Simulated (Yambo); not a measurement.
```xyz
12
Lattice="-3.3671 3.3671 2.9569 3.3671 -3.3671 2.9569 3.3671 3.3671 -2.9569" Properties=species:S:1:pos:R:3 pbc="T T T"
O      0.0000     1.1953     1.9924
O      2.1719     0.0000     0.5140
O      3.3671     2.1719    -0.9645
O      4.5624     0.0000     0.5140
O      3.3671    -1.1953     2.4429
O      2.1719     3.3671     0.9645
O      3.3671     1.1953     2.4429
O      1.1953     0.0000     3.9214
P      3.3671     0.0000     1.4784
P      0.0000     0.0000     2.9569
Lu     0.0000     0.0000     0.0000
Lu     0.0000     3.3671     1.4784
```

The geometry is that of Materials Project entry mp-2940, symmetrised and not relaxed again.

Question: Where are the main features of Im ε from RPA with local fields on PBEsol bands (Yambo; 4×4×4 mesh, 132 bands, 3 Ry local-field block, 0.2 eV broadening; field along z)?

Answer: Peaks at 7.4 eV (3.0), 9.0 eV (6.3), 13.6 eV (3.8), 17.0 eV (1.7), heights in brackets. Peak heights and small wiggles depend on the k mesh. Convergence of the RPA response with its 4×4×4 mesh was not tested. No excitonic effects at this level. The 4f states are in the valence at their DFT position.
